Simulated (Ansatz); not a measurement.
Property card for BIr

BIr:
```
BIr
1.0
    3.01912     0.00000     0.00000
   -1.50956     2.61463     0.00000
    0.00000     0.00000     2.69470
B Ir
1 1
Cartesian
  0.00000   0.00000   1.34735
  1.50956   0.87154   0.00000
```

Space group P-6m2 (No. 187); conventional cell a = b = 3.019 Å, c = 2.695 Å, α = β = 90.00°, γ = 120.00°.

Method: PBEsol in the plane-wave PAW code Ansatz. Structure relaxed to zero pressure with the same functional. Other levels are named where they apply.

Cell and energy:

- Volume per atom = 10.64 Å³
- Density = 15.85 g/cm³
- Formation energy from the elements (no fitted shifts) = -212 meV/atom

Electronic structure:

Electronic character: metallic (no gap)
Density of states at the Fermi level: 0.45 states/eV per atom (mean over ±0.08 eV)
Gap with spin–orbit coupling: none (metallic)

Mechanics:

- Bulk modulus (Birch–Murnaghan fit): 3220 kbar
- Pressure derivative B′: 4.5
- Elastic constants (relaxed ions, GPa): C11 = 334, C12 = 368, C13 = 203, C33 = 805, C44 = 133
- Mechanical stability: unstable (C has a negative eigenvalue)

Phonons:

Highest zone-centre frequency: 560 cm⁻¹
Zone-centre stability: no imaginary mode at Γ

The first step of the workflow began from a Materials Project structure, measured or hypothetical; the Crystallography Open Database copy checked does not list it. Its standing as an ambient phase is unchecked. The PBEsol relaxation kept the symmetry of its start. The run is not spin-polarised. As this level gives no gap, shear constants depend on the k-mesh and smearing (Fermi–Dirac, 0.1 eV here). As this level gives no gap, phonon frequencies hold no LO–TO term and depend on the k-mesh and smearing (Fermi–Dirac, 0.1 eV here). On the denser mesh and wider smearing of the elastic run this cell carries a stress of 0.6 GPa. The references are the lowest solids computed at this level, not always the standard phases. Scalar-relativistic: spin–orbit coupling is off unless named, which matters more the heavier the elements.

Potentials: the later of the program's two PAW sets.
